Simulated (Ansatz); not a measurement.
**Calculated ¹⁴N nuclear quadrupole resonance for Ba₃MoN₃**

Cell: a computed structure from the Materials Project (it need not be an observed phase).

```yaml
crystal:
  lattice:
    - [8.50236, 0.00000, 0.00000]
    - [-4.25118, 7.36326, 0.00000]
    - [0.00000, 0.00000, 5.63470]
  atoms:
    - { symbol: Ba, position: [0.91115, 0.64130, 0.25000] }
    - { symbol: Ba, position: [0.73014, 0.08885, 0.25000] }
    - { symbol: Ba, position: [0.35870, 0.26986, 0.25000] }
    - { symbol: Ba, position: [0.08885, 0.35870, 0.75000] }
    - { symbol: Ba, position: [0.26986, 0.91115, 0.75000] }
    - { symbol: Ba, position: [0.64130, 0.73014, 0.75000] }
    - { symbol: Mo, position: [0.66667, 0.33333, 0.75000] }
    - { symbol: Mo, position: [0.33333, 0.66667, 0.25000] }
    - { symbol: N, position: [0.87451, 0.56177, 0.75000] }
    - { symbol: N, position: [0.68726, 0.12549, 0.75000] }
    - { symbol: N, position: [0.43823, 0.31274, 0.75000] }
    - { symbol: N, position: [0.12549, 0.43823, 0.25000] }
    - { symbol: N, position: [0.31274, 0.87451, 0.25000] }
    - { symbol: N, position: [0.56177, 0.68726, 0.25000] }
```

Atom numbers follow the list; atoms alike are taken as one site, whose name carries the number of the first.

All values are calculated (Ansatz; DFT, r2SCAN, plane waves and PAW, scalar-relativistic, collinear spin, 500 eV cutoff, Γ-centred 4×4×5 k-points, Fermi–Dirac smearing 0.02 eV), not measured. Start moments as typed (μB): 2 on each Mo, none on the rest.

¹⁴N: I = 1, Q = 20.44 mb (year-2017 value). Static lattice, zero field.

Task: The simulated lines lie at 0.626, 1.39, 2.01 MHz. What are |C_Q|, η and |V_zz| at N?

Result: For I = 1 the lines are ν± = (3/4)|C_Q|(1 ± η/3) and ν₀ = |C_Q|η/2. Here |C_Q| = 2.26 MHz, η = 0.55 and |V_zz| = 4.58 × 10²¹ V/m². The calculation gives V_zz positive; the lines don't show the sign. The site has 1 Mo at 1.86 Å; also 5 Ba at 2.88–3.18 Å.

The largest force is 0.6 eV/Å, so the atoms aren't at the calculated equilibrium and relaxing them would move these values. The program didn't check the stability of this electronic state in full, so a lower one may lie near. Without spin–orbit coupling (the program notes it for Mo) the gradients can shift somewhat, as the gap is small. With a gap of 0.4 eV on this mesh, the gradients can still move by some per cent as the k-mesh gets denser. The start moments die out, and the run ends without spin.
